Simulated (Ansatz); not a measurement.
Fe:
```
CELL_PARAMETERS angstrom
      2.42924     0.00000     0.00000
     -1.21462     2.10378     0.00000
      0.00000     0.00000     3.83975
ATOMIC_POSITIONS crystal
  Fe 0.33333 0.66667 0.25000
  Fe 0.66667 0.33333 0.75000
```

Relaxed with PBEsol. Special points in fractions of this cell's reciprocal vectors: Γ (0.000, 0.000, 0.000); M (0.500, 0.000, 0.000); K (0.333, 0.333, 0.000); A (0.000, 0.000, 0.500); L (0.500, 0.000, 0.500); H (0.333, 0.333, 0.500).

Problem. List the band energies nearest the Fermi level at these points for PBEsol (plane waves, PAW; program Ansatz).

Solution. In eV from the Fermi level; about four levels below and three above (degenerate sets whole), none deeper than 8.9 eV; … stands for higher levels left out; points with the same levels are listed once.

```json
[
 {"k": "Γ", "below": "-1.26 -1.26 -0.90 -0.90", "above": "0.44 …"},
 {"k": "M", "below": "-2.21 -2.09 -1.63 -1.14", "above": "0.89 1.13 1.17"},
 {"k": "K", "below": "-3.48 -2.16 -2.16 -0.79", "above": "0.66 0.66 0.91"},
 {"k": "A", "below": "-1.89 -1.89 -1.89 -1.89", "above": "…"},
 {"k": "L", "below": "-3.37 -3.37 -0.69 -0.69", "above": "0.08 0.08 1.04 1.04"},
 {"k": "H", "below": "-2.38 -2.38 -0.75 -0.75", "above": "0.80 0.80 …"}
]
```

Space group P6_3/mmc (hcp (Mg type)). This is a known high-pressure phase of the composition, computed here at zero pressure and temperature. The PBEsol relaxation kept the symmetry of its start; of distortions, only those at the zone centre were tested. The run is not spin-polarised.

Potentials: the later of the program's two PAW sets.
